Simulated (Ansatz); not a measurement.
ZnO:
```yaml
crystal:
  lattice:
    - [3.27180, 0.00000, 0.00000]
    - [-1.63590, 2.83346, 0.00000]
    - [0.00000, 0.00000, 10.62974]
  atoms:
    - { symbol: Zn, position: [0.00000, 0.00000, 0.00072] }
    - { symbol: Zn, position: [0.00000, 0.00000, 0.50072] }
    - { symbol: Zn, position: [0.66667, 0.33333, 0.75051] }
    - { symbol: Zn, position: [0.33333, 0.66667, 0.25051] }
    - { symbol: O, position: [0.00000, 0.00000, 0.81208] }
    - { symbol: O, position: [0.00000, 0.00000, 0.31208] }
    - { symbol: O, position: [0.66667, 0.33333, 0.56232] }
    - { symbol: O, position: [0.33333, 0.66667, 0.06232] }
```

Cartesian axes are those of the cell as given.

Question: Give the high-frequency dielectric tensor and the Born effective charge tensors of the independent atoms from DFPT, PBE in the plane-wave PAW code Ansatz.

Answer: 
ε∞:
```
5.38  0.00  0.00
0.00  5.38  0.00
0.00  0.00  5.41
```
Z* of atom 1 (Zn), rows: field, columns: displacement, in e:
```
2.14  0.00  0.00
0.00  2.14  0.00
0.00  0.00  2.21
```
Z* of atom 3 (Zn), rows: field, columns: displacement, in e:
```
2.16  0.00  0.00
0.00  2.16  0.00
0.00  0.00  2.14
```
Z* of atom 5 (O), rows: field, columns: displacement, in e:
```
-2.14   0.00   0.00
 0.00  -2.14   0.00
 0.00   0.00  -2.20
```
Z* of atom 7 (O), rows: field, columns: displacement, in e:
```
-2.15   0.00   0.00
 0.00  -2.15   0.00
 0.00   0.00  -2.15
```

Static charges for comparison (Bader): Zn1 +1.21, Zn3 +1.21, O5 -1.21, O7 -1.21 e. Born charges measure polarisation by displacement and can exceed these by far.

Space group P6_3mc. A made-up cell: these elements were put on the sites of a structure type. Its sites differ from those of the usual phase in this space group: another stacking or structure type. The cell was relaxed with PBE under the symmetry of its start; whether a distortion lowers the energy is not shown.

Potentials: the later of the program's two PAW sets.
